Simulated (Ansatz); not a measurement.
**Structure optimisation: gold, hcp**

The calculation used DFT, LDA (PW92), plane waves (420 eV) with PAW, scalar-relativistic in Ansatz 0.2.0. The PAW files were generated under PBE, with cores re-solved for the functional.

k-point mesh 13×13×7, Fermi-Dirac smearing 0.1 eV, no spin polarisation. Cell and atoms relax.

Starting structure:

```
Au
1.0
     2.88375    0.00000    0.00000
    -1.44187    2.49740    0.00000
     0.00000    0.00000    4.70916
Au
2
Direct
  0.33333 0.66667 0.25000
  0.66667 0.33333 0.75000
```

**Question.** What cell does the relaxation end in?

**Answer.** P6_3/mmc with a = 2.840 Å, c = 4.750 Å (c/a = 1.673); 16.58 Å³ per atom against 16.96 at the start (-2.2 %).

**Question.** How much energy does the relaxation gain?

**Answer.** 7.8 meV per atom.

Path of the relaxation (the plane waves are chosen anew near the end, which can shift the energy a little):

```csv
step,E − E(final) (meV/atom),V (Å³/atom),P (GPa),max force (eV/Å)
0,7.76,16.957,-4.12,0.000
1,0.44,16.607,-0.37,0.000
2,-0.04,16.551,0.32,0.000
3,-0.10,16.583,-0.03,0.000
4,0.00,16.583,-0.03,0.000
```
